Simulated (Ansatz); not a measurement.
### Question
Each is relaxed and computed with DFT-r²SCAN in the program Ansatz with PAW potentials. Which is the only metal?
(A) LiCa2CuN2, P4_2/mnm (Li on 2a, Ca on 4d, Cu on 2b, N on 4f)
(B) SiO2, P3_221 (Si on 3a, O on 6c)
(C) CaCu2Si2, I4/mmm (Ca on 2a, Si on 4e, Cu on 4d)
(D) ZnCu2SiTe4, I-42m (Zn on 2a, Si on 2b, Cu on 4d, Te on 8i)

### Answer
C, CaCu2Si2, I4/mmm (Ca on 2a, Si on 4e, Cu on 4d). CaCu2Si2: metal; ZnCu2SiTe4: gap 0.50 eV (indirect); LiCa2CuN2: gap 1.29 eV (direct); SiO2: gap 6.60 eV (indirect). Standing as an ambient phase not checked: CaCu2Si2, I4/mmm (Ca on 2a, Si on 4e, Cu on 4d); ZnCu2SiTe4, I-42m (Zn on 2a, Si on 2b, Cu on 4d, Te on 8i); LiCa2CuN2, P4_2/mnm (Li on 2a, Ca on 4d, Cu on 2b, N on 4f). Perhaps ordered models of mixed-site phases: LiCa2CuN2, P4_2/mnm (Li on 2a, Ca on 4d, Cu on 2b, N on 4f). All cells were relaxed under the symmetry of their starts (and spin orders); stability against distortions was not tested throughout. Rows with no word on spin ran without spin polarisation. Spin–orbit coupling is left out wherever it is not named.

Potentials: the later of the program's two PAW sets.
